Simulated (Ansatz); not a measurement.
The relaxed structure here is a generated cell of Zr3Si: the first start was made by placing the elements on the sites of a structure type, and the end was not matched to a known phase here, so it may be hypothetical.

A trial cell of Zr$_{3}$Si was relaxed with r2SCAN (plane waves to 500 eV, PAW, scalar-relativistic; Ansatz, a program for electronic structure).

Before: R32, hexagonal axes (No. 155), hR8; a = 6.6631 Å, b = 6.6631 Å, c = 16.8803 Å, α = 90.00°, β = 90.00°, γ = 120.00°.

After relaxation:

Simulated powder pattern, Cu Kα, λ = 1.54184 Å (kinematic, ideal powder, no thermal factors, no anomalous dispersion; the 24 strongest lines at most, above 1 %, up to 2θ = 90°):

```json
[
 {"2θ (°)": "26.51", "I/Imax (%)": "4.4"},
 {"2θ (°)": "29.20", "I/Imax (%)": "14"},
 {"2θ (°)": "30.82", "I/Imax (%)": "22"},
 {"2θ (°)": "33.11", "I/Imax (%)": "100"},
 {"2θ (°)": "35.43", "I/Imax (%)": "3.5"},
 {"2θ (°)": "42.97", "I/Imax (%)": "23"},
 {"2θ (°)": "45.61", "I/Imax (%)": "2.5"},
 {"2θ (°)": "46.54", "I/Imax (%)": "1.4"},
 {"2θ (°)": "51.77", "I/Imax (%)": "21"},
 {"2θ (°)": "52.74", "I/Imax (%)": "1.6"},
 {"2θ (°)": "56.28", "I/Imax (%)": "21"},
 {"2θ (°)": "59.25", "I/Imax (%)": "1.1"},
 {"2θ (°)": "60.55", "I/Imax (%)": "1.6"},
 {"2θ (°)": "61.48", "I/Imax (%)": "16"},
 {"2θ (°)": "62.85", "I/Imax (%)": "13"},
 {"2θ (°)": "64.21", "I/Imax (%)": "4.0"},
 {"2θ (°)": "67.26", "I/Imax (%)": "1.5"},
 {"2θ (°)": "69.48", "I/Imax (%)": "5.1"},
 {"2θ (°)": "72.06", "I/Imax (%)": "2.1"},
 {"2θ (°)": "74.96", "I/Imax (%)": "1.3"},
 {"2θ (°)": "79.66", "I/Imax (%)": "1.3"},
 {"2θ (°)": "79.99", "I/Imax (%)": "6.8"},
 {"2θ (°)": "85.69", "I/Imax (%)": "11"},
 {"2θ (°)": "86.92", "I/Imax (%)": "9.7"}
]
```

Question: Identify the relaxed structure from its pattern: crystal system, space group and cell.

Answer: Trigonal, R-3c, hexagonal axes (No. 167), hR8; a = 6.117 Å, b = 6.117 Å, c = 17.406 Å, α = 90.00°, β = 90.00°, γ = 120.00°. Sites: Si 6b (0.000, 0.000, 0.000); Zr 18e (0.311, 0.311, 0.250).

Question: Index the strongest lines.

Answer: 30.82° (0006), 33.11° (1 1 -2 3), 42.97° (1 1 -2 6), 51.77° (3 0 -3 0), 56.28° (1 1 -2 9).

No spin polarisation in the result.

The run could not lower the symmetry of its start; a shaken copy of this end point relaxes with r2SCAN to Cc (No. 9), 0.23 eV/atom lower.
